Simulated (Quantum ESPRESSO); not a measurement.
# Moving one atom in AlInGa2P4

The results below are calculated, not measured. They come from pw.x of Quantum ESPRESSO 7.5, a plane-wave density functional program, with PseudoDojo standard norm-conserving files (v0.5 for PBE, v0.4.1 for LDA and PBEsol). The cells are made up: elements, strain and atom displacements were drawn at random, and nothing was relaxed. There is no spin polarisation, spin-orbit coupling or dispersion term.

The cell has 8 sites of a zincblende or diamond lattice. Sites 1 to 4 hold Al In Ga Ga; sites 5 to 8 hold P P P P. Cell vectors in Å: (5.744, 0.000, 0.000); (0.000, 5.744, 0.000); (0.000, 0.000, 5.744). Settings: PBE, cutoff 1088 eV, 4 x 4 x 4 k mesh shifted by half a step, Fermi-Dirac smearing of 0.025 eV.

Each run shifts the In atom on site 2 along y and leaves all else fixed. Site 6 is one of its nearest neighbours. E is the free energy of the cell above the lowest run shown.

| run | shift (Å) | Fy on site 2 (eV/Å) | Fy on site 6 (eV/Å) | P (GPa) | E (meV) |
| --- | --- | --- | --- | --- | --- |
| 1 | -0.1620 | 1.920 | 0.723 | -2.34 | 171.6 |
| 2 | -0.0443 | 0.664 | 1.121 | -2.66 | 19.0 |
| 4 | 0.0310 | -0.160 | 1.403 | -2.72 | 0.0 |
| 5 | 0.0794 | -0.689 | 1.593 | -2.71 | 20.6 |
| 6 | 0.1385 | -1.327 | 1.831 | -2.64 | 80.2 |
| 7 | 0.1698 | -1.660 | 1.958 | -2.58 | 127.0 |
| 3 | 0.0077 | ? | ? | ? | ? |

A rerun of one of these cells at 1377 eV and k mesh 6 x 6 x 6 moved values by no more than 0.008 eV in the cell's energy, 0.02 GPa in stress and 0.002 eV/Å in force.

## Worked fit

A parabola through the six runs shown gives Fy on site 2 = 0.177 - 10.81 u - 0.2 u² eV/Å, with u in Å and a scatter of 0.008 eV/Å. Minus the slope, 10.81 ± 0.15 eV/Å², is this atom's force constant along y at u = 0, with its periodic images moving too. The fitted force vanishes at u = 0.016 Å, where the energy should be lowest along this line. The error is the larger of the fit's own and the change that a cubic makes, rounded up.

## Withheld run

Question: what Fy on site 2 should run 3 give?

The fit gives 0.094 eV/Å. The calculation gave 0.095 eV/Å.

| run | shift (Å) | Fy on site 2 (eV/Å) | Fy on site 6 (eV/Å) | P (GPa) | E (meV) |
| --- | --- | --- | --- | --- | --- |
| 3 | 0.0077 | 0.095 | 1.314 | -2.71 | -0.8 |